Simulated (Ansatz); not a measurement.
Sb2Se3 (La2O3 or Ni2Al3 type, P-3m1), plane-wave PAW PBE (Ansatz code), all energies at zero smearing, with the estimated change up to a 700 eV cutoff added, with one set of potentials and settings (totals compare only within such a set). Cell of 5 atoms (2 Sb, 3 Se): -29377.518 eV.

```
element              reference phase  E (eV/atom)
-------  ---------------------------  -----------
Sb         R-3m, 2 atoms in the cell   -6484.4916
Se       P3_121, 3 atoms in the cell   -5469.0798
```

Formation energy per atom, worked out: (-29377.518 − 2×(-6484.4916) − 3×(-5469.0798))/5 = -0.259 eV/atom (-25 kJ per mol of atoms), at 0 K, without zero-point energy or fitted corrections.

A made-up cell: these elements were put on the sites of a structure type; neither database checked (COD, Materials Project) lists it. It is not the phase usual at ambient conditions (space group No. 62). The PBE relaxation kept the symmetry of its start; whether a distortion lowers the energy is not shown. The references are the lowest solids computed at this level, not always the standard phases. Scalar-relativistic: spin–orbit coupling is off unless named, which matters more the heavier the elements.

Potentials: the later of the program's two PAW sets.
